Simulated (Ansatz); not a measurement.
Starting cell, ScAl$_{3}$ (Cu3Au type):

```
ScAl3
1.0
    8.21100     0.00000     0.00000
    4.10550     4.10550     0.00000
    4.10550     0.00000     4.10550
Al Sc
6 2
Cartesian
  8.21100   2.05275   2.05275
 12.31651   2.05275   2.05275
 10.26376   2.05275   0.00000
  6.15825   2.05275   0.00000
 10.26376   0.00000   2.05275
  6.15825   0.00000   2.05275
  0.00000   0.00000   0.00000
  4.10550   0.00000   0.00000
```

The atoms are displaced by Q × the pattern below (from a DFPT mode at R = (0.5, 0.5, 0.5), largest move 1; Q in Å), at fixed cell. It is one choice among 2 degenerate patterns. (q is in reciprocal vectors of the primitive cell; the cell shown is doubled to hold the pattern.)

| atom | x | y | z |
|---|---|---|---|
| Al1 | -0.354 | 0.000 | 0.000 |
| Al2 | 0.354 | 0.000 | 0.000 |
| Al3 | 0.000 | 0.000 | 1.000 |
| Al4 | 0.000 | 0.000 | -1.000 |
| Al5 | 0.000 | -0.646 | 0.000 |
| Al6 | 0.000 | 0.646 | 0.000 |

Atoms not listed stay in place.

All values below come from PBE (plane waves to 420 eV, PAW, scalar-relativistic; Ansatz, a quantum-chemistry and plane-wave program). k mesh 11×11×11 (Γ-centred), Fermi-Dirac smearing 0.05 eV. Energies are smeared free energies. With partly filled bands, energies and forces of such displacements shift with the k mesh and the smearing. ScAl3 is run without spin polarisation. ScAl3 was relaxed with its symmetry unable to fall. ΔE is measured from the undisplaced structure. The last digit holds for this mesh only.

```csv
Q (Å),ΔE (meV/cell)
-0.1000,withheld
-0.0833,21.84
-0.0667,13.97
-0.0500,7.85
-0.0333,3.49
-0.0167,0.87
0.0000,0.00
0.0167,0.87
0.0333,3.49
0.0500,7.85
0.0667,13.97
0.0833,21.84
0.1000,withheld
```

**Question.** Fit an even polynomial form (powers 2, 4) to the given rows and predict ΔE at Q = -0.1000.

**Answer.** Least squares on the 11 given rows: ΔE = (3134)·Q² + (1875)·Q⁴, in meV/cell with Q in Å; root-mean-square residual 0.007 meV/cell. At -0.1000 the fit gives 31.53 meV/cell; the calculation gives 31.48 meV/cell, so the extrapolation is off by 0.05 (+0.2 %). The quadratic term alone would give 31.34 meV/cell.

(A displaced cell: forces are minus the slopes of the energy, force constants its curvatures, and phonons follow from these.)
